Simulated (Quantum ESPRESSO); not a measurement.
# Ru3TiHf2InIr: input and log of a self-consistent run

Computed values, not a measurement. The program is pw.x of Quantum ESPRESSO 7.5 (plane-wave density functional theory). The cell is made up: eight metal atoms on a hexagonal close-packed lattice, with elements, volume, strain and displacements drawn at random and not relaxed, so it may be unstable or far from any real phase. PseudoDojo standard norm-conserving files set the functional (PBE unless stated); there is no spin polarisation or spin-orbit coupling, the Fermi-Dirac width of 0.25 eV means electrons at about 2900 K, and the masses in the input are unused placeholders. Heavy elements are run without spin-orbit coupling, which real alloys of them have. A spin test at this wide smearing found no moment, but such smearing suppresses magnetism that the real alloy may have.

Input:

```
&control calculation='scf', pseudo_dir='./dojo.nc.sr.pbe.v0_5.standard.upf', outdir='./o', disk_io='minimal', tprnfor=.true., tstress=.true. /
&system ibrav=0, nat=8, ntyp=5, nbnd=74, ecutwfc=84.00895049, nosym=.true., tot_charge=0,
 occupations='smearing', smearing='fd', degauss=0.0183746611
/
&electrons conv_thr=1.470e-08, electron_maxstep=70, mixing_beta=0.5 /
ATOMIC_SPECIES
Hf 1.0 Hf.upf
In 1.0 In.upf
Ir 1.0 Ir.upf
Ru 1.0 Ru.upf
Ti 1.0 Ti.upf
CELL_PARAMETERS angstrom
-0.0295 5.0881 -0.0492
2.9148 -0.0625 4.5734
2.8859 0.0285 -4.5553
ATOMIC_POSITIONS angstrom
Ru -0.0155 -0.0248 -0.0189
Ru 2.8512 -0.009 -0.0376
Ti 2.9349 1.7449 -2.2832
Hf 2.9358 1.6794 2.2816
In 1.4529 2.4767 -0.0506
Ir 4.2935 2.5557 0.084
Ru 1.4547 4.2543 -2.2974
Hf 1.4106 4.1994 2.155
K_POINTS automatic
5 5 5 1 1 1
```

The log is shortened where brackets say so; the opening notice, blank lines, dates and the lines on written files are dropped, and the path of the files is cut. It prints rydbergs, bohrs and kilobars, and counts compression as positive stress. Its total energy is the free energy E - TS of the whole cell.

```
     Program PWSCF v.7.5
     Parallel version (MPI & OpenMP), running on       4 processor cores
     Number of MPI processes:                 4
     Threads/MPI process:                     1
     [start-up lines left out]
     bravais-lattice index     =            0
     lattice parameter (alat)  =       9.6157  a.u.
     unit-cell volume          =     908.9727 (a.u.)^3
     number of atoms/cell      =            8
     number of atomic types    =            5
     number of electrons       =       114.00
     number of Kohn-Sham states=           74
     kinetic-energy cutoff     =      84.0090  Ry
     charge density cutoff     =     336.0358  Ry
     scf convergence threshold =      1.5E-08
     mixing beta               =       0.5000
     number of iterations used =            8  plain     mixing
     Exchange-correlation= PBE
                           (   1   4   3   4   0   0   0)
     [axes and pseudopotential details left out]
   Cartesian axes
     site n.     atom                  positions (alat units)
         1        Ru     tau(   1) = (  -0.0030461  -0.0048738  -0.0037143  )
         2        Ru     tau(   2) = (   0.5603307  -0.0017687  -0.0073893  )
         3        Ti     tau(   3) = (   0.5767798   0.3429156  -0.4487048  )
         4        Hf     tau(   4) = (   0.5769567   0.3300433   0.4483904  )
         5        In     tau(   5) = (   0.2855305   0.4867323  -0.0099441  )
         6        Ir     tau(   6) = (   0.8437781   0.5022577   0.0165081  )
         7        Ru     tau(   7) = (   0.2858842   0.8360743  -0.4514954  )
         8        Hf     tau(   8) = (   0.2772175   0.8252851   0.4235104  )
     number of k points=    63  Fermi-Dirac smearing, width (Ry)=  0.0184
                       cart. coord. in units 2pi/alat
        k(    1) = (   0.1760325   0.1010313   0.0004498), wk =   0.0320000
        k(    2) = (   0.3518234   0.1009671  -0.1115892), wk =   0.0320000
     [further k points left out]
     Dense  grid:    94505 G-vectors     FFT dimensions: (  60,  60,  60)
     Estimated max dynamical RAM per process >     398.33 MB
     Estimated total dynamical RAM >       1.49 GB
     Initial potential from superposition of free atoms
     starting charge     113.9883, renormalised to     114.0000
     Starting wfcs are   79 randomized atomic wfcs
     total cpu time spent up to now is        8.3 secs
     per-process dynamical memory:   312.4 Mb
     Self-consistent Calculation
     iteration #  1     ecut=    84.01 Ry     beta= 0.50
     Davidson diagonalization with overlap
     ethr =  1.00E-02,  avg # of iterations =  3.0
     total cpu time spent up to now is       26.9 secs
     total energy              =   -1312.36504732 Ry
     estimated scf accuracy    <       3.04401858 Ry
     iteration #  2     ecut=    84.01 Ry     beta= 0.50
     Davidson diagonalization with overlap
     ethr =  2.67E-03,  avg # of iterations =  3.0
     total cpu time spent up to now is       46.7 secs
     total energy              =   -1312.43595334 Ry
     estimated scf accuracy    <      26.93237427 Ry
     iteration #  3     ecut=    84.01 Ry     beta= 0.50
     Davidson diagonalization with overlap
     ethr =  2.67E-03,  avg # of iterations =  2.0
     total cpu time spent up to now is       64.5 secs
     total energy              =   -1314.12023171 Ry
     estimated scf accuracy    <       2.53707429 Ry
     iteration #  4     ecut=    84.01 Ry     beta= 0.50
     Davidson diagonalization with overlap
     ethr =  2.23E-03,  avg # of iterations =  1.8
     total cpu time spent up to now is       79.5 secs
     total energy              =   -1314.14467501 Ry
     estimated scf accuracy    <       0.62526818 Ry
     iteration #  5     ecut=    84.01 Ry     beta= 0.50
     Davidson diagonalization with overlap
     ethr =  5.48E-04,  avg # of iterations =  6.2
     total cpu time spent up to now is       98.4 secs
     total energy              =   -1314.15292758 Ry
     estimated scf accuracy    <       0.25456226 Ry
     [iterations 6 to 13 left out]
     iteration # 14     ecut=    84.01 Ry     beta= 0.50
     Davidson diagonalization with overlap
     ethr =  7.18E-10,  avg # of iterations =  4.3
     total cpu time spent up to now is      245.7 secs
     total energy              =   -1314.18893003 Ry
     estimated scf accuracy    <       0.00000025 Ry
     iteration # 15     ecut=    84.01 Ry     beta= 0.50
     Davidson diagonalization with overlap
     ethr =  2.17E-10,  avg # of iterations =  2.0
     total cpu time spent up to now is      262.1 secs
     total energy              =   -1314.18893006 Ry
     estimated scf accuracy    <       0.00000037 Ry
     iteration # 16     ecut=    84.01 Ry     beta= 0.50
     Davidson diagonalization with overlap
     ethr =  2.17E-10,  avg # of iterations =  1.0
     total cpu time spent up to now is      276.0 secs
     total energy              =   -1314.18893009 Ry
     estimated scf accuracy    <       0.00000004 Ry
     iteration # 17     ecut=    84.01 Ry     beta= 0.50
     Davidson diagonalization with overlap
     ethr =  3.74E-11,  avg # of iterations =  2.0
     total cpu time spent up to now is      291.8 secs
     total energy              =   -1314.18893009 Ry
     estimated scf accuracy    <       0.00000005 Ry
     iteration # 18     ecut=    84.01 Ry     beta= 0.50
     Davidson diagonalization with overlap
     ethr =  3.74E-11,  avg # of iterations =  1.0
     total cpu time spent up to now is      305.8 secs
     End of self-consistent calculation
     [lines on levels left out]
!    total energy              =   -1314.18893010 Ry
     estimated scf accuracy    <          6.8E-10 Ry
     smearing contrib. (-TS)   =      -0.12654342 Ry
     internal energy E=F+TS    =   -1314.06238667 Ry
     The total energy is F=E-TS. E is the sum of the following terms:
     one-electron contribution =    -292.14176464 Ry
     hartree contribution      =     214.88129089 Ry
     xc contribution           =    -260.90112648 Ry
     ewald contribution        =    -975.90078644 Ry
     convergence has been achieved in  18 iterations
     Forces acting on atoms (cartesian axes, Ry/au):
     atom    1 type  4   force =    -0.02391186    0.00298526    0.00586851
     atom    2 type  4   force =     0.03954881   -0.00731624   -0.00077346
     atom    3 type  5   force =    -0.03383332   -0.02893990   -0.00679789
     atom    4 type  1   force =     0.01921851   -0.03710710   -0.00916487
     atom    5 type  2   force =    -0.00058895    0.01772473   -0.00896572
     atom    6 type  3   force =     0.01843231   -0.00088665   -0.01940818
     atom    7 type  4   force =    -0.01105073    0.01194659   -0.01416682
     atom    8 type  1   force =    -0.00781477    0.04159331    0.05340843
     Total force =     0.110965     Total SCF correction =     0.000101
     Computing stress (Cartesian axis) and pressure
          total   stress  (Ry/bohr**3)                   (kbar)     P=        5.30
  -0.00000219   0.00009887   0.00007190           -0.32       14.54       10.58
   0.00009887  -0.00010204   0.00030671           14.54      -15.01       45.12
   0.00007190   0.00030671   0.00021235           10.58       45.12       31.24
     init_run     :      7.27s CPU      7.57s WALL (       1 calls)
     electrons    :    291.29s CPU    297.50s WALL (       1 calls)
     forces       :      3.04s CPU      3.06s WALL (       1 calls)
     stress       :     10.84s CPU     11.04s WALL (       1 calls)
     [timing details left out]
     PWSCF        :   5m13.15s CPU   5m19.89s WALL
     JOB DONE.
```

In other units: free energy -17880.451 eV for the cell, pressure 0.53 GPa, largest force component 1.373 eV/Å in size. The run took 322 s of wall time with four MPI processes on a shared machine (Intel Xeon, 2023 or later, virtual cores), so the time is rough. A rerun of this cell at a higher cutoff and on a denser mesh moved values by no more than 0.004 eV in energy, 0.03 GPa in stress and 0.009 eV/Å in force, and a second program with other atomic files agreed on that cell to 2 % rms in force and 0.5 GPa in pressure.